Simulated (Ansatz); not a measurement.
Lu2MnS4:
```
CELL_PARAMETERS angstrom
      0.00000     5.37579     5.37579
      5.37579     0.00000     5.37579
      5.37579     5.37579     0.00000
ATOMIC_POSITIONS crystal
  Mn 0.50000 0.50000 0.50000
  Mn 0.75000 0.75000 0.75000
  Lu 0.12500 0.12500 0.12500
  Lu 0.62500 0.12500 0.12500
  Lu 0.12500 0.12500 0.62500
  Lu 0.12500 0.62500 0.12500
  S  0.87842 0.87842 0.87842
  S  0.88525 0.37158 0.37158
  S  0.87842 0.87842 0.36475
  S  0.37158 0.88525 0.37158
  S  0.36475 0.87842 0.87842
  S  0.37158 0.37158 0.37158
  S  0.87842 0.36475 0.87842
  S  0.37158 0.37158 0.88525
```
The run is spin-polarised; directions of the spins, atom by atom: ↑ ↑ 0 0 0 0 0 0 0 0 0 0 0 0.

Relaxed with PBEsol.

Task: Give the Bader charges and basin volumes of the independent atoms, PBEsol in the plane-wave PAW code Ansatz.

Result: 

```json
[
 {"atom": "Mn1", "Bader charge (e)": "+1.16", "Bader volume (Å³)": "14.8"},
 {"atom": "Lu3", "Bader charge (e)": "+1.86", "Bader volume (Å³)": "13.8"},
 {"atom": "S7", "Bader charge (e)": "-1.22", "Bader volume (Å³)": "28.2"}
]
```

Space group Fd-3m (spinel). The workflow started from an entry of the Crystallography Open Database (COD). Its standing as an ambient phase is unchecked. The cell was relaxed with PBEsol under the symmetry of its start; whether a distortion lowers the energy is not shown. Spin order of the final state: ferromagnetic, chosen from 2 collinear starts compared on coarse meshes (ties went to the first, and starts can fall back to one state), not a proven ground state. The program gave a warning on the electronic state, which may not be the lowest. No Hubbard U is applied. Scalar-relativistic: spin–orbit coupling is off unless named, which matters more the heavier the elements.

Potentials: the later of the program's two PAW sets.
